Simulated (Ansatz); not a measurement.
MgSe:
```cif
data_MgSe
_chemical_formula_sum 'Mg1 Se1'
_space_group_name_H-M_alt 'P 1'
_space_group_IT_number 1
_cell_length_a 4.20515
_cell_length_b 4.20515
_cell_length_c 4.20515
_cell_angle_alpha 60.000
_cell_angle_beta 60.000
_cell_angle_gamma 60.000
loop_
_space_group_symop_operation_xyz
  'x, y, z'
loop_
_atom_site_label
_atom_site_type_symbol
_atom_site_fract_x
_atom_site_fract_y
_atom_site_fract_z
_atom_site_occupancy
Mg1 Mg 0.00000 0.00000 0.00000 1
Se1 Se 0.75000 0.75000 0.75000 1
```

Relaxed with r²SCAN.

Q: Tabulate the valence density and the electron localisation function along the shortest Mg–Se contact (2.58 Å), DFT-r²SCAN in the program Ansatz with PAW potentials.

A: 

```csv
distance from Mg (Å),density (e/Å³),ELF
0.26,19.36,0.30
0.39,10.18,0.40
0.52,3.90,0.42
0.64,1.08,0.27
0.77,0.32,0.10
0.90,0.21,0.06
1.03,0.22,0.24
1.16,0.27,0.64
1.29,0.35,0.84
1.42,0.46,0.86
1.55,0.62,0.86
1.67,0.81,0.85
1.80,1.23,0.82
1.93,2.38,0.75
2.06,5.41,0.60
2.19,12.40,0.38
2.32,24.75,0.19
```

The density is the valence pseudo-density with augmentation charge, so density and ELF within about 1 Å of a nucleus are not all-electron values.

Space group F-43m (zinc blende). The first step of the workflow began from a Materials Project structure, measured or hypothetical; the Crystallography Open Database copy checked does not list it. COD files the formula under space group No. 225, so this cell is another polymorph or a model. Whether it is the stable phase at ambient conditions was not checked. Symmetry was held in the r²SCAN relaxation; its stability against distortions is not shown here.

Potentials: the later of the program's two PAW sets.
